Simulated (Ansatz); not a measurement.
Question: Each is relaxed and computed with r²SCAN (plane waves, PAW; program Ansatz). Which is the only metal?
A. Y2TiO5, Pnma (Pearson symbol oP32)
B. In2Si2O7, C2/m (Pearson symbol mS22)
C. TaAsO5, Pnma (Pearson symbol oP28)
D. NbSiPt, Pnma (Nb on 4c, Si on 4c, Pt on 4c)

Answer: D, NbSiPt, Pnma (Nb on 4c, Si on 4c, Pt on 4c). NbSiPt: metal; TaAsO5: gap 3.69 eV (direct); Y2TiO5: gap 3.86 eV (indirect); In2Si2O7: gap 3.63 eV (direct). Standing as an ambient phase not checked: NbSiPt, Pnma (Nb on 4c, Si on 4c, Pt on 4c); TaAsO5, Pnma (Pearson symbol oP28); Y2TiO5, Pnma (Pearson symbol oP32); In2Si2O7, C2/m (Pearson symbol mS22). All cells were relaxed under the symmetry of their starts (and spin orders); stability against distortions was not tested throughout. Rows with no word on spin ran without spin polarisation. Scalar-relativistic: spin–orbit coupling is off unless named, which matters more the heavier the elements.

Potentials: the later of the program's two PAW sets.
